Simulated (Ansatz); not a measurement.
Ansatz input file:

```yaml
crystal:
  lattice:
    - [2.7951585984, 0.0, 0.0]
    - [0.0, 2.7951585984, 0.0]
    - [0.0, 0.0, 25.0581107127]
  atoms:
    - { symbol: Al, position: [0.5, 0.5, 0.339211527] }
    - { symbol: Ti, position: [0.0, 0.0, 0.4197990167] }
    - { symbol: Al, position: [0.5, 0.5, 0.5009340684] }
    - { symbol: Ti, position: [0.0, 0.0, 0.5775789365] }
    - { symbol: "N", position: [0.5, 0.5, 0.6254676226] }
basis:
  ecutwfc: 420
kpoints:
  mp_grid: { grid: [10, 10, 1] }
hamiltonian:
  xc: pbesol
scf:
  occupations: { method: gaussian, width: 0.1 }
output:
  forces: true
  eigenvalues: true
  write_density: true
  write_potential: true
  elf: true
  volumetric_format: npy
relax:
  adjacent_minimum: "off"
  f_tol: 0.03
  max_steps: 70
  constraints: [{ sites: [0, 1] }]
efield:
  axis: 3
  dipole_correction: true
  ramp_width: 0.04
```

Command:
```bash
ansatz run input.yaml --threads 1 --pin off --max-ram 2560MiB --backend cpu --events-out ev --progress --plain --runs-dir out
```

Level of theory: Ansatz 0.2.0, DFT PBEsol, scalar-relativistic, plane waves, PAW.

Abridged output (final results; tables in files aren't shown):

```
WARN: The output density's exchange-correlation potential varies sharply where the density is thin. Do not read a vacuum level from v_tot or v_xc, or from such a field of the output density. On a cell that repeats whose density bears no net charge and no dipole along the vacuum's axis use v_es (v_loc + v_h of the components); under efield.dipole_correction with no amplitude use v_es + v_field, which holds any external_charges[].barrier, or the levels of the report's work_function block, which leave it out; under a non-zero efield.amplitude the vacuum is tilted and has no level; on a cell that repeats and bears such a dipole with no correction it is tilted too, and efield.dipole_correction wi ...
SCF converged after 7 iterations
Free energy (F): -6378.017138 eV
Harris-Foulkes:  -6378.017138 eV  (|F-HF|=5.51e-8)
Internal energy: -6378.003280 eV  (E = F + TS)
E sigma→0 (E₀):  -6378.010209 eV
Entropy (-TS):   -0.013858 eV (-2.772 meV/atom)
Fermi energy:    1.771537 eV
Dipole field:    D = 0.040977 V/Å  (p = 0.044334 e·Å, saw-weighted, corrected)
Work function:   Φ+ = 3.2228 eV   Φ− = 4.2496 eV
Levels:          The Fermi level and band energies are counted from a zero that moves with the ramp; work functions are not
--- Per-component energies (eV) ---
  E_band       = -657.409100
  E_kinetic    = 729.194023
  E_local      = -31209.740056  (includes V_loc(G=0)·N_el)
  E_nonlocal   = 85.090977
  E_hartree    = 15243.888360
  E_xc         = -334.213898
  E_vxc        = -380.640453  (∫ρ·V_xc dr)
  E_paw        = -3077.834919  (= ΣΔE_a)
  E_vpaw       = -368.561982  (= ΣTr[D̂ρ^β])
  E_aug_tail   = 0.000347  (compensation charges beyond the density's cutoff)
  E_efield     = 0.000908  (sawtooth field / dipole correction)
  E_vefield    = -0.515693  (∫n·V_field dr)
  E_ewald      = 12185.265832
  E_core_change = 0.345146  (= ΣΔE_core)
  E_smearing   = -0.013858  (= −TS)
--- Forces (eV/Å), atoms counted from 1 ---
  atom   1  Al     0.00000000     0.00000000     0.37182445
  atom   2  Ti     0.00000000     0.00000000    -0.35778485
  atom   3  Al     0.00000000     0.00000000    -0.02365865
  atom   4  Ti     0.00000000     0.00000000    -0.00853235
  atom   5  N      0.00000000     0.00000000     0.01784661
--- Band table (eV; the first three rows and the last of 21) ---
  k-point 0: bands = ["-55.3171", "-54.7130", "-31.7777", "-31.4665", "-31.4665", "-31.2857", "-30.7400", "-30.7400", "-14.6306", "-7.3574", "-6.2299", "-3.4483", "-1.6962", "-0.3977", "-0.1752", "-0.1752", "0.7572", "0.8102", "1.5618", "3.1236", "3.1236", "3.5967", "3.5967"]
  k-point 1: bands = ["-55.3095", "-54.7067", "-31.7705", "-31.5392", "-31.4569", "-31.2791", "-30.7927", "-30.7354", "-14.4599", "-7.1885", "-6.0731", "-3.4102", "-1.5483", "-1.4302", "-0.7747", "0.6868", "0.8353", "0.8582", "1.6458", "2.9460", "3.0983", "3.5099", "3.6241"]
  k-point 2: bands = ["-55.2895", "-54.6899", "-31.7515", "-31.7256", "-31.4316", "-31.2619", "-30.9290", "-30.7235", "-13.9908", "-6.7121", "-5.6050", "-3.3319", "-2.7614", "-1.8467", "-1.0919", "0.7255", "0.9964", "1.7146", "1.8588", "2.5549", "3.1990", "3.5624", "3.7320"]
  k-point 20: bands = ["-55.1601", "-54.5812", "-32.0050", "-32.0050", "-31.6369", "-31.1978", "-31.1978", "-31.1540", "-13.7672", "-2.4847", "-2.4847", "-2.0909", "-1.4599", "-0.8719", "-0.8719", "0.4219", "0.4219", "1.2932", "2.2982", "2.2982", "2.8751", "3.8504", "5.1134"]
--- Relaxed structure (7 steps of the walk, 7 accepted, 0 SCFs on fresh bases) ---
  F+E_penalty+E_count = -6378.01713835 eV   max|allowed force component| = 2.366e-2 eV/Å
  atoms:
    - { symbol: Al, position: [0.5, 0.5, 0.339211527] }
    - { symbol: Ti, position: [0.0, 0.0, 0.41979901] }
    - { symbol: Al, position: [0.5, 0.5, 0.49748711] }
    - { symbol: Ti, position: [0.0, 0.0, 0.57650075] }
    - { symbol: N, position: [0.5, 0.5, 0.58403910] }
```

The relaxation met its thresholds.

Time: 89 s on 1 thread of Arm Neoverse V1, on a shared host, peak memory 0.42 GiB.

Spin polarisation was left out, and a magnetic state may lie lower.